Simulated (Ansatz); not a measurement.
Here is the system:

Starting cell, Au (fcc, Cu type):

```
Au
1.0
    4.08334     0.00000     0.00000
    0.00000     4.08334     0.00000
    0.00000     0.00000     4.08334
Au
4
Direct
  0.00000   0.00000   0.00000
  0.50000   0.50000   0.00000
  0.50000   0.00000   0.50000
  0.00000   0.50000   0.50000
```

In this cell atom 3 (Au, nearest neighbour Au at 2.887 Å; its periodic images, 4.1 Å or more away, move with it) is moved by s towards the nearest neighbour, unit vector (-0.707, -0.707, 0.000); all other atoms and the cell stay fixed.

All values below come from PBEsol (plane waves to 420 eV, PAW, scalar-relativistic; Ansatz, an electronic-structure program). k mesh 9×9×9 (Γ-centred), Fermi-Dirac smearing 0.05 eV. The energy includes the smearing's −TS. With partly filled bands, energies and forces of such displacements shift with the k mesh and the smearing. Au was relaxed with its symmetry unable to fall. Spin-orbit coupling is left out, though Au is heavy. The PAW data are Ansatz's earlier set. ΔE is measured from the undisplaced structure.

The scan covers s from -0.580 to 0.580 Å in 11 points.

Q: Is this a single well or a double well?

A: A single well with its minimum at or next to zero displacement.

Q: Is the energy the same for equal positive and negative displacements?

A: Even: the same for both signs. With its periodic images moving along, the atom's site symmetry in this cell is m-3m.

Q: What is the energy change at s = 0.580 Å?

A: 1621 meV/cell.

Q: What is the force constant k = d²E/ds² of this move at s = 0?

A: 6.64 eV/Å².

(A displaced cell: forces are minus the slopes of the energy, force constants its curvatures, and phonons follow from these.)
